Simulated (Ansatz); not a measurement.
C in space group Im-3m (No. 229; C on 12d), r²SCAN in the plane-wave PAW code Ansatz. The conduction-band minimum lies on the Γ–H line, 56 % of the way from Γ, with 6 equivalent valleys. Second derivatives d²E/dk² of the lowest band at one valley (eV·Å²), along Cartesian directions:

| direction | d²E/dk² |
|---|---|
| [100] | 19.43 |
| [010] | 19.43 |
| [001] | 13.57 |
| [110] | 19.43 |
| [101] | 16.50 |
| [011] | 16.50 |

**Question.** Find the principal effective masses, the density-of-states mass and the conductivity mass.

**Answer.** Off-diagonal terms follow from H_xy = H[110] − (H_xx + H_yy)/2, and m*/mₑ = 7.620 eV·Å² over each eigenvalue: 0.39, 0.39, 0.56. One valley's DOS mass (m₁m₂m₃)^(1/3) = 0.44, conductivity mass 3/(Σ 1/mᵢ) = 0.44 mₑ.

**Question.** What effective density of states Nc follows at 300 K for parabolic valleys?

**Answer.** Nc = 2.509e19 × 6 × (0.44)^(3/2) ≈ 4.4e19 cm⁻³.

The start of the workflow was typed in or built on a structure type; neither database checked (COD, Materials Project) lists it. It is not the phase usual at ambient conditions (space group No. 194, 227). The r²SCAN relaxation kept the symmetry of its start; its stability against distortions is not shown here.

Potentials: the earlier of the program's two PAW sets.

Edges and masses are those of Kohn–Sham bands, whose gap is no quasiparticle gap.
